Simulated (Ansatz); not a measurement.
Al2Os (MoSi2 or CaC2 type, space group No. 139), plane-wave PAW r²SCAN (Ansatz code). The conduction-band minimum lies on the G–M line, 28 % of the way from G, with 4 equivalent valleys. Second derivatives d²E/dk² of the lowest band at one valley (eV·Å²), along Cartesian directions:

```
direction  d²E/dk²
---------  -------
[100]        11.37
[010]        11.37
[001]        12.96
[110]        12.16
[101]        12.17
[011]        12.17
```

### Question
Find the principal effective masses, the density-of-states mass and the conductivity mass.

### Answer
Off-diagonal terms follow from H_xy = H[110] − (H_xx + H_yy)/2, and m*/mₑ = 7.620 eV·Å² over each eigenvalue: 0.59, 0.63, 0.72. One valley's DOS mass (m₁m₂m₃)^(1/3) = 0.64, conductivity mass 3/(Σ 1/mᵢ) = 0.64 mₑ.

### Question
What effective density of states Nc follows at 300 K for parabolic valleys?

### Answer
Nc = 2.509e19 × 4 × (0.64)^(3/2) ≈ 5.1e19 cm⁻³.

Space group I4/mmm (MoSi2 or CaC2 type). The first step of the workflow began from a Materials Project structure, measured or hypothetical; the Crystallography Open Database copy checked does not list it. Whether it is the stable phase at ambient conditions was not checked. Symmetry was held in the r²SCAN relaxation; its stability against distortions is not shown here. The run is not spin-polarised. Spin–orbit coupling is left out wherever it is not named.

Potentials: the later of the program's two PAW sets.

Edges and masses are those of Kohn–Sham bands, whose gap is no quasiparticle gap.
